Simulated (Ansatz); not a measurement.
Sb under pressure: fit and missing row

Sb, Pm-3m, a = 3.088 Å. This isn't the element's structure at ambient conditions. Ansatz: r2SCAN, PAW, 500 eV, Γ-centred 14×14×14 mesh on 1 atom, Gaussian smearing 0.10 eV; no spin polarisation. The cell is relaxed at each pressure, and no other structure is tried, so the rows at high pressure may lie past a change of phase.

| V (Å³/atom) | P (GPa) |
| --- | --- |
| ? | 90.00 |
| 20.510 | 50.04 |
| 23.172 | 25.00 |
| 25.429 | 11.99 |
| 27.670 | 4.08 |
| 28.947 | 1.00 |
| 29.433 | -0.01 |
| 29.955 | -1.00 |

Problem. Take V0 = 29.433 Å³/atom, count pressures from its P0 = -0.01 GPa, fit the third-order Birch–Murnaghan form to the other rows, and predict the missing volume.

Solution. With the Eulerian strain f = ½[(V0/V)^(2/3) − 1] and y = (P − P0)/[3f(1 + 2f)^(5/2)], the form is the line y = B0 + 1.5 B0 (B0′ − 4) f. Rows (f, y): 0.13613, 67.1; 0.08643, 64.7; 0.05120, 61.2; 0.02102, 58.5; 0.00558, 58.7; -0.00583, 58.3. Means f = 0.04909, y = 61.417; Σ(Δf)² = 0.01467, ΣΔfΔy = 0.9881; the slope is their ratio. y = 58.11 + 67.34 f GPa, so B0 = 58.1 GPa and B0′ = 4 + 2 × (67.34)/(3 × 58.11) = 4.77. P = 90.00 GPa is met at f = 0.18954 (y = 70.87), so V = V0 (1 + 2f)^(−3/2) = 18.174 Å³/atom. The run gave 18.101 Å³/atom, so the fit is 0.073 Å³/atom too high, 0.62 % of the span of the series, against an rms of 0.022 Å³/atom on the fitted rows. The row lies outside the fitted range. A fourth-order term fitted to the same rows gives P = 92.44 GPa at this row's volume (the line 91.65, the run 90.00), no gain.

The mesh isn't the same in all rows (14×14×14, 16×16×16).